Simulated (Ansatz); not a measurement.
input.yaml (Ansatz)

```yaml
crystal:
  lattice:
    - [-1.8633887471, 1.8633887471, 1.8633887471]
    - [1.8633887471, -1.8633887471, 1.8633887471]
    - [1.8633887471, 1.8633887471, -1.8633887471]
  atoms:
    - { symbol: In, position: [0.0, 0.0, 0.0] }
hamiltonian:
  xc: pbesol
  pseudopotentials:
    kind: paw
    azcp:
      In: "pseudopotentials/In.paw.azcp"
basis:
  ecutwfc: 420
  fft_grid_basis: typed
kpoints:
  mp_grid: { grid: [19, 19, 19], shift: [0, 0, 0] }
magnetization:
  spin_polarized: false
scf:
  occupations: { method: fermi_dirac, width: 0.1 }
```

Terminal output

```
Warning: the record states the generating functional pbe (its physics header spells it `PBE`), which answers neither for hamiltonian.xc's functional nor for the pbesol family's — results may be inconsistent (PPs are generated against a specific XC)
Engine: ansatz 0.2.0, aarch64-unknown-linux-gnu
Pseudopotentials: kind: paw
Pseudopotential: In, paw, valence charge 13, recommended cutoff 420 eV (normal) 
Functional definition: PBEsol
  exchange = pbesol_x
  correlation = pbesol_c
Crystal: 1 atoms, lattice volume = 25.880 Å³
Basis set: ecut = 420 eV, 531 PW (Γ)
Bands: 11, of which v1, the nominal top of the filled ones, is band 7 counted from 1 (6 counted from 0)
Symmetry: 48 space group operations
Space group: Im-3m (ITA 229), of the structure as read, at distance tolerance 3.0e-5 Å
k-points: 220 of 6859
Non-local potential: In, projectors of the file, l = 0: 2, l = 1: 2, l = 2: 2, l = 3: 2
PAW form: soft (Blöchl's): semilocal exchange-correlation on the pseudo side does not see the compensation charge
PAW frozen core: In, regenerated for the run's functional, and the local potential with it (the file was generated under x = pbe(κ = 0.804, μ = 0.2195149727645171), c = pbe(β = 0.06672455060314922))
PAW one-centre angular grid: In, 590 points (default); XC on 64 Gauss nodes
Initial density: superposition of atomic densities (neutral atoms: chi_scale 0, normalization atom), corrected by the library's trained network
Initial wavefunctions: pseudopotential atomic-orbital guess
Functional: x = pbesol(κ = 0.804, μ = 0.12345679012345678), c = pbesol(β = 0.046)
SCF iter   1: F=—  HF=-5525.402824 eV  |F-HF|=—  |Δ(HF+E_count)|=         —  Δρ=3.25e-3  dr2=2.45e-3  ethr=1.77e-3  ⟨swp⟩=5.0  Hψ=14165  notcnv=0
SCF iter   2: F=—  HF=-5525.401135 eV  |F-HF|=—  |Δ(HF+E_count)|=   1.69e-3  Δρ=1.30e-3  dr2=4.80e-4  ethr=1.89e-5  ⟨swp⟩=1.8  Hψ=4979  notcnv=0
SCF iter   3: F=—  HF=-5525.400930 eV  |F-HF|=—  |Δ(HF+E_count)|=   2.05e-4  Δρ=3.38e-4  dr2=1.75e-5  ethr=3.69e-6  ⟨swp⟩=2.1  Hψ=3638  notcnv=0  defer=3
SCF iter   4: F=—  HF=-5525.400929 eV  |F-HF|=—  |Δ(HF+E_count)|=   1.61e-6  Δρ=1.86e-4  dr2=7.67e-6  ethr=1.35e-7  ⟨swp⟩=2.0  Hψ=3641  notcnv=0  defer=3
iter 5 did not close the SCF: its close was put off for the readings that it lacked (scf_convergence_deferred on its scf_iter line)
SCF iter   5: F=-5525.400925 eV  HF=-5525.400925 eV  |F-HF|=7.99e-10  |Δ(HF+E_count)|=   4.00e-6  Δρ=1.86e-5  dr2=6.11e-8  ethr=5.90e-8  ⟨swp⟩=2.0  Hψ=3768  notcnv=0  defer=3
SCF iter   6: F=-5525.400925 eV  HF=-5525.400925 eV  |F-HF|=1.86e-10  |Δ(HF+E_count)|=   4.22e-9  Δρ=3.34e-6  dr2=1.97e-9  ethr=4.70e-10  ⟨swp⟩=1.0  Hψ=6744  notcnv=0
SCF 1 converged in 6 iterations: F = -5525.400925 eV  dr2 = 1.97e-9
SCF converged after 6 iterations
Free energy (F): -5525.400925 eV
Harris-Foulkes:  -5525.400925 eV  (|F-HF|=1.86e-10)
Internal energy: -5525.385318 eV  (E = F + TS)
E sigma→0 (E₀):  -5525.393122 eV
Entropy (-TS):   -0.015606 eV (-15.606 meV/atom)
Fermi energy:    10.237463 eV
--- Per-component energies (eV) ---
  E_band       = -23.018565
  E_kinetic    = 241.714708
  E_local      = -1068.944526  (includes V_loc(G=0)·N_el)
  E_nonlocal   = 367.337791
  E_hartree    = 417.902533
  E_xc         = -214.233571
  E_vxc        = -100.639474  (∫ρ·V_xc dr)
  E_paw        = -4081.210734  (= ΣΔE_a)
  E_vpaw       = -298.291624  (= ΣTr[D̂ρ^β])
  E_aug_tail   = 0.000026  (compensation charges beyond the density's cutoff)
  E_ewald      = -1188.187448
  E_core_change = 0.235902  (= ΣΔE_core)
  E_smearing   = -0.015606  (= −TS)
  E_closure    = -0.000000  (closes the sum)
  Σ components = -5525.400925   (vs F -5525.400925, Δ=0.00e0)
```
